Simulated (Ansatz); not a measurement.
**AlRu under uniaxial strain: field gradients at the nuclei**

Cell: an entry of the Crystallography Open Database (COD), whose atoms a relaxation with PBE at fixed cell left in place.

```
Al Ru
1.0
     2.99160    0.00000    0.00000
     0.00000    2.99160    0.00000
     0.00000    0.00000    2.99160
Al Ru
1 1
Direct
  0.00000 0.00000 0.00000
  0.50000 0.50000 0.50000
```

Atoms are numbered from 1 in the order listed; like atoms form one site, named after its first atom.

Method: Kohn–Sham DFT in Ansatz, PBE, plane waves and PAW, scalar-relativistic, 420 eV cutoff, Γ-centred 16×16×16 k-points, Fermi–Dirac smearing 0.05 eV.

The cell is stretched along z (the third Cartesian axis of the run's cell), x and y held, and the ions relax again each time.

1 of the 2 sets of like atoms is followed.

| strain along z (%) | Ru: V along z (10²¹ V/m²) |
| --- | --- |
| -3 | -1.40 |
| -2 | -0.91 |
| -1 | -0.45 |
| 0 | 0.00 |
| +1 | 0.43 |
| +2 | 0.85 |
| +3 | ? |

Q: Estimate the row at +3 % from the others.

A: Ru: 1.27. Worked for Ru: a straight line through the other 6 rows has a slope of 0.449 × 10²¹ V/m² per per cent of strain and gives 1.33 at +3 %, against 1.27 from the run, so the response is nearly linear here. For ¹⁰¹Ru that is 5.0 MHz of C_Q per per cent. Without strain Ru sits on a cubic site without a gradient, so the whole gradient comes from the strain.
